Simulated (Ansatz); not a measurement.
MgO:
```
CELL_PARAMETERS angstrom
      2.62341     0.00000     0.00000
      0.00000     2.62341     0.00000
      0.00000     0.00000     2.62341
ATOMIC_POSITIONS crystal
  Mg 0.00000 0.00000 0.00000
  O  0.50000 0.50000 0.50000
```

Relaxed with r²SCAN. Special points in fractions of this cell's reciprocal vectors: Γ (0.000, 0.000, 0.000); X (0.000, 0.500, 0.000); M (0.500, 0.500, 0.000); R (0.500, 0.500, 0.500).

Problem. List the band energies nearest the valence-band maximum at these points for r²SCAN in the plane-wave PAW code Ansatz.

Solution. In eV from the valence-band maximum; about four levels below and three above (degenerate sets whole), none deeper than 8.9 eV; … stands for higher levels left out; points with the same levels are listed once.

| k | below | above |
|---|---|---|
| Γ | -1.05 -1.05 -1.05 | 3.49 … |
| X | -6.59 -0.59 -0.59 | 8.05 … |
| M | -4.83 -4.83 0.00 | 5.94 … |
| R | -3.78 -3.78 -3.78 | … |

Space group Pm-3m (CsCl type). This is a known high-pressure phase of the composition, computed here at zero pressure and temperature. The r²SCAN relaxation kept the symmetry of its start. At this level the phase is mechanically unstable.

Potentials: the later of the program's two PAW sets.
